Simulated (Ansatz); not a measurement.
Theory: DFT PBE, scalar-relativistic, plane waves, PAW in Ansatz. Settings: cutoff 420 eV, Γ-centred meshes spaced at most about 0.3 Å⁻¹, and about 0.25 Å⁻¹ or finer for metals (2π included), Gaussian smearing. Collinear spin in cells that started with moments and kept them past the coarse steps, no spin elsewhere.

Temperature and zero-point effects are left out.

Two forms of TiBr were relaxed alike.

A. (site moments Ti 1.9 (×2) μB)

```yaml
crystal:
  lattice:
    - [4.66223, 0.00000, 0.00000]
    - [0.00000, 4.66223, 0.00000]
    - [0.00000, 0.00000, 4.40779]
  atoms:
    - { symbol: Ti, position: [0.50000, 0.00000, 0.32610] }
    - { symbol: Ti, position: [0.00000, 0.50000, 0.67390] }
    - { symbol: Br, position: [0.00000, 0.00000, 0.00000] }
    - { symbol: Br, position: [0.50000, 0.50000, 0.00000] }
```

B. (site moments Ti 0.7 μB)

```yaml
crystal:
  lattice:
    - [3.27610, 0.00000, 0.00000]
    - [0.00000, 3.27610, 0.00000]
    - [0.00000, 0.00000, 3.27610]
  atoms:
    - { symbol: Ti, position: [0.50000, 0.50000, 0.50000] }
    - { symbol: Br, position: [0.00000, 0.00000, 0.00000] }
```

Question: Which form is favoured at zero pressure, and by what margin per atom?

Answer: B is lower, by 144 meV/atom. A has space group P4/nmm (No. 129), 24.0 Å³/atom and no gap on its mesh; B has the caesium chloride type, space group Pm-3m (No. 221), 17.6 Å³/atom and no gap. Counting Br atoms around Ti (those within 1.25 times the shortest such distance or 1.15 times the sum of covalent radii, 1.27 where that leaves under three), A has Ti 4 and B has Ti 8. The denser one is the lower, and pressure would at first widen the difference. Both come from invented guesses.

In such compounds of Ti a zero gap at this level may well be an artefact, since no Hubbard U is applied. The magnetic state reached may not be the lowest. Cells relaxed within their symmetry can be saddle points. Some structure types and database cells were kept out of the candidates from the start, so a known form may be missing.
